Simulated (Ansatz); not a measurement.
# How far is PAW off for La3Tl?

```
La Tl
1.0
     5.06000    0.00000    0.00000
     0.00000    5.06000    0.00000
     0.00000    0.00000    5.06000
La Tl
3 1
Direct
  0.00000 0.50000 0.50000
  0.50000 0.00000 0.50000
  0.50000 0.50000 0.00000
  0.00000 0.00000 0.00000
```

Atoms are numbered in the order listed.

The conventional cell has a = 5.060 Å, b = 5.060 Å, c = 5.060 Å, α = 90.00°, β = 90.00°, γ = 90.00°. La (atom 1) is surrounded by 8 La at 3.58 Å and 4 Tl at 3.58 Å. Tl (atom 4) has 12 La at 3.58 Å as nearest neighbours.

The geometry is COD entry 1522573, unchecked; take it as a test cell.

No spin–orbit coupling, which matters for the heavy atoms here.

Methods: DFT, LDA, PAW with Ansatz's default frozen-core files, scalar-relativistic (Ansatz 0.2.0); DFT, LDA, all-electron PAW with datasets made for the crystal, scalar-relativistic (Ansatz 0.2.0); DFT, LDA, all-electron LAPW, scalar-relativistic (Ansatz 0.2.0).

For PAW: a Γ-centred 8×8×8 k mesh, Fermi–Dirac smearing of 0.08 eV, cutoff 420 eV, no spin polarisation; the PAW files were made with PBE, and the program remakes their frozen cores for this functional. The crystal-made all-electron datasets (AE datasets) take a cutoff of 260 eV at this cell. LAPW targets a basis error of 0.5 meV/atom. The Ansatz runs share mesh, smearing and spin set-up. Plane-wave (PAW) pressures include the program's estimate of the Pulay term.

Stress and pressure are positive in compression.

No spin–orbit coupling: at heavy atoms the gradients can be off by tens of per cent for that reason.

In a metal, gradients converge slowly with the k mesh: the values move by tens of per cent from one mesh to another, at times in sign, so only the comparison on one mesh counts.

Levels count from the Fermi level.

| quantity | PAW | AE datasets | LAPW |
| --- | --- | --- | --- |
| pressure (GPa) | -3.62 | -3.59 | -3.59 |
| highest filled level at Γ (eV) | -0.769 | -0.770 | -0.770 |
| lowest empty level at Γ (eV) | 0.788 | 0.795 | 0.795 |
| highest filled level at M (eV) | -0.068 | -0.068 | -0.068 |
| lowest empty level at M (eV) | 0.262 | 0.264 | 0.264 |
| largest principal field gradient Vzz at La1 (10²¹ V/m²) | 11.90 | ? | – |

**Question.** Fill in "AE datasets" for the row "largest principal field gradient Vzz at La1 (10²¹ V/m²)".

**Answer.** 12.01.
